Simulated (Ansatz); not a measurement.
Input file for Ansatz (a program for electronic structure):

Ansatz 0.2 input:
```yaml
crystal:
  lattice:
    - [4.3575482317, 0.0, 0.0]
    - [-2.1787741158, 3.7737474668, 0.0]
    - [0.0, 0.0, 5.996196194]
  atoms:
    - { symbol: Ba, position: [0.3333333333, 0.6666666667, 0.25] }
    - { symbol: Ba, position: [0.6666666667, 0.3333333333, 0.75] }
    - { symbol: F, position: [0.0, 0.0, 0.5] }
    - { symbol: F, position: [0.0, 0.0, 0.0] }
    - { symbol: F, position: [0.6666666667, 0.3333333333, 0.25] }
    - { symbol: F, position: [0.3333333333, 0.6666666667, 0.75] }
kpoints:
  mp_grid: { grid: [4, 4, 3] }
hamiltonian:
  xc: hse06
  pseudopotentials: { kind: paw }
scf:
  n_extra_bands: 6
  occupations: { method: fixed }
output:
  eigenvalues: true
  eigenstates:
    e_range: [-9.0, 17.0]
    kpoints:
      - [0.0, 0.0, 0.0]  # VBM
      - [0.333333, 0.333333, 0.0]  # CBM
      - [0.0, 0.0, 0.0]  # GAMMA
      - [0.0, 0.0, 0.5]  # A
      - [0.3333333333, 0.3333333333, 0.0]  # K
      - [0.3333333333, 0.3333333333, 0.5]  # H
      - [0.5, 0.0, 0.0]  # M
      - [0.5, 0.0, 0.5]  # L
```

Output (shortened):

```
Pseudopotential: Ba, paw, valence charge 10
Pseudopotential: F, paw, valence charge 7
Functional definition: HSE06
davidson cushion auto → on  (no smearing: the cushion is to keep the highest requested band from converging to the state above it …
Crystal: 6 atoms, lattice volume = 98.603 Å³
Basis set: ecut = 420 eV, 1947 PW (Γ)
Bands: 30, of which v1, the nominal top of the filled ones, is band 24 counted from 1 (23 counted from 0)
Symmetry: 24 space group operations
Space group: P63/mmc (ITA 194), of the structure as read, at distance tolerance 4.6e-5 Å
k-points: 8 of 48
SCF iter   1: F=—  HF=-15143.911065 eV  |F-HF|=—  |Δ(HF+E_count)|=         —  Δρ=9.91e-4  dr2=1.20e-3  ethr=1.77e-3  ⟨swp⟩=2.0  Hψ=1964  notcnv=0
preconditioner: auto → none
SCF iter   2: F=-15143.912595 eV  HF=-15143.912548 eV  |F-HF|=4.73e-5  |Δ(HF+E_count)|=   1.48e-3  Δρ=8.21e-4  dr2=3.36e-4  ethr=2.50e-6  ⟨swp⟩=6.2  Hψ=1014  notcnv=0  defer=3
SCF 1 stopped early in 2 iterations: F = -15143.912595 eV  dr2 = 3.36e-4
Crystal: 6 atoms, lattice volume = 98.603 Å³
Exchange kernel: α = 0.2500, screened, ω = 0.2079 Å⁻¹, Wigner–Seitz truncation, v(0) = 1039.7915 eV·Å³, q-mesh 4×4×3, nearest image of the exchange supercell L …
Frozen-core exchange: fock
SCF iter   1: F=—  HF=-15153.091287 eV  |F-HF|=—  |Δ(HF+E_count)|=         —  Δρ=8.73e-3  dr2=1.02e-1  ethr=7.01e-6  ⟨swp⟩=8.9  Hψ=1422  notcnv=0
preconditioner: auto → none
SCF iter   2: F=—  HF=-15153.061752 eV  |F-HF|=—  |Δ(HF+E_count)|=   2.95e-2  Δρ=6.69e-3  dr2=1.50e-2  ethr=7.01e-6  ⟨swp⟩=6.0  Hψ=1104  notcnv=0
SCF iter   3: F=—  HF=-15153.072568 eV  |F-HF|=—  |Δ(HF+E_count)|=   1.08e-2  Δρ=2.31e-3  dr2=3.68e-3  ethr=7.01e-6  ⟨swp⟩=5.0  Hψ=865  notcnv=0
SCF iter   4: F=—  HF=-15153.071349 eV  |F-HF|=—  |Δ(HF+E_count)|=   1.22e-3  Δρ=9.41e-4  dr2=6.27e-4  ethr=7.01e-6  ⟨swp⟩=3.1  Hψ=575  notcnv=0
iter 5 solved again at ethr=1.92e-8 eV; its pass at ethr=1.01e-6 eV (dr2=9.23e-6 eV) is discarded
SCF iter   5: F=—  HF=-15153.071219 eV  |F-HF|=—  |Δ(HF+E_count)|=   1.30e-4  Δρ=1.39e-4  dr2=9.15e-5  ethr=1.92e-8  ⟨swp⟩=4.9  Hψ=1529  notcnv=0
SCF iter   6: F=—  HF=-15153.072145 eV  |F-HF|=—  |Δ(HF+E_count)|=   9.26e-4  Δρ=6.74e-4  dr2=2.93e-4  ethr=1.09e-8  ⟨swp⟩=8.4  Hψ=1295  notcnv=0
SCF iter   7: F=-15153.072045 eV  HF=-15153.072051 eV  |F-HF|=5.26e-6  |Δ(HF+E_count)|=   9.45e-5  Δρ=9.31e-5  dr2=6.54e-6  ethr=1.09e-8  ⟨swp⟩=5.0  Hψ=1041  notcnv=0
SCF 2 stopped early in 7 iterations: F = -15153.072045 eV  dr2 = 6.54e-6
hybrid outer 1: dexx = +1.747e-2 eV, tail = 4.68e-5 eV
Crystal: 6 atoms, lattice volume = 98.603 Å³
Exchange kernel: α = 0.2500, screened, ω = 0.2079 Å⁻¹, Wigner–Seitz truncation, v(0) = 1039.7915 eV·Å³, q-mesh 4×4×3, nearest image of the exchange supercell L …
Frozen-core exchange: fock
SCF iter   1: F=—  HF=-15153.072130 eV  |F-HF|=—  |Δ(HF+E_count)|=         —  Δρ=9.19e-5  dr2=6.66e-6  ethr=4.88e-7  ⟨swp⟩=5.4  Hψ=595  notcnv=0
preconditioner: auto → none
SCF iter   2: F=—  HF=-15153.072129 eV  |F-HF|=—  |Δ(HF+E_count)|=   4.21e-7  Δρ=3.74e-5  dr2=9.55e-7  ethr=1.30e-8  ⟨swp⟩=5.1  Hψ=856  notcnv=0
SCF iter   3: F=-15153.072130 eV  HF=-15153.072130 eV  |F-HF|=7.74e-8  |Δ(HF+E_count)|=   1.09e-6  Δρ=1.24e-5  dr2=8.56e-8  ethr=1.64e-9  ⟨swp⟩=5.6  Hψ=787  notcnv=0
SCF 3 converged in 3 iterations: F = -15153.072130 eV  dr2 = 8.56e-8
hybrid outer 2: dexx = +5.987e-7 eV, tail = 1.97e-7 eV, Δε = 3.62e-3 eV (about 3.05e-4 eV left of the loop's levels)
NSCF: frozen V_eff on 8 k-points
hybrid SCF converged: 2 outer / 10 inner (+2 warm-up), last move |dexx| = 5.99e-7 eV, tail = 1.97e-7 eV
Stability not checked (fock_operator)
Free energy (F): -15153.072130 eV
Frozen-core exchange: fock
Harris-Foulkes:  -15153.072130 eV  (|F-HF|=7.74e-8)
Internal energy: -15153.072130 eV  (E = F + TS)
E sigma→0 (E₀):  -15153.072130 eV
Fermi energy:    4.524701 eV
--- Per-component energies (eV) ---
  E_band       = -192.204818
  E_kinetic    = 1177.625184
  E_local      = -2616.585315  (includes V_loc(G=0)·N_el)
  E_nonlocal   = 401.146276
  E_hartree    = 984.264431
  E_xc         = -530.307723
  E_vxc        = -548.524306  (∫ρ·V_xc dr)
  E_exx        = -145.214050  (= α·E_x^exact, valence–valence)
  E_paw        = -11249.570363  (= ΣΔE_a)
  E_vpaw       = -283.987487  (= ΣTr[D̂ρ^β])
  E_aug_tail   = 0.008262  (compensation charges beyond the density's cutoff)
  E_ewald      = -3174.021586
  E_core_change = -0.417246  (= ΣΔE_core)
  E_smearing   =  0.000000  (= −TS)
  E_closure    = 0.000000  (closes the sum)
  Σ components = -15153.072130   (vs F -15153.072130, Δ=-1.82e-12)
  [band-id]    e_kinetic+e_local+e_nonlocal+2·e_hartree+e_vxc+2·e_exx+e_vpaw+e_augmentation_tail = -192.216624   (vs E_band -192.204818, Δ=-1.18e-2)
--- Band table (eV; the first three rows and the last of 8) ---
  k-point 0: bands = ["-20.6069", "-20.1604", "-17.3379", "-17.1095", "-16.2521", "-16.2349", "-5.0663", "-4.4248", "-4.4248", "-4.1154", "-4.1154", "-3.7859", "1.7255", "1.7255", "2.4378", "2.5514", "2.5514", "2.9970", "3.0307", "3.5001", "3.5001", "4.3041", …
  k-point 1: bands = ["-20.5004", "-20.2772", "-17.2880", "-17.1730", "-16.2419", "-16.2343", "-4.6898", "-4.3468", "-4.3468", "-4.1919", "-4.1919", "-4.0300", "1.8486", "1.8486", "2.2212", "2.2212", "2.3190", "2.6368", "3.3580", "3.8163", "3.8163", "4.0981", …
  k-point 2: bands = ["-20.4169", "-20.0639", "-17.5308", "-17.3301", "-16.3014", "-16.2374", "-4.9885", "-4.6766", "-4.3530", "-4.1630", "-3.9617", "-3.9408", "2.1118", "2.2646", "2.2791", "2.4123", "2.8520", "2.8709", "3.4308", "3.6254", "3.6671", "3.7443", …
  k-point 7: bands = ["-20.1120", "-20.0276", "-17.6945", "-17.6406", "-16.3426", "-16.2626", "-4.7158", "-4.6341", "-4.5431", "-4.3716", "-3.9162", "-3.7225", "1.9706", "2.0566", "2.2187", "2.2336", "3.1308", "3.2576", "3.6529", "3.7790", "3.8049", "3.8939", …
```

Cost: very roughly 60 core-seconds on shared cores.

The points marked VBM and CBM come from a semilocal run.

Space group P6_3/mmc. The first step of the workflow began from a Materials Project structure, measured or hypothetical; the Crystallography Open Database copy checked does not list it. It is not the phase usual at ambient conditions (space group No. 225). Symmetry was held in the PBEsol relaxation; whether a distortion lowers the energy is not shown. Spin–orbit coupling is left out wherever it is not named.

Potentials: the later of the program's two PAW sets.

Ansatz is a plane-wave DFT program.
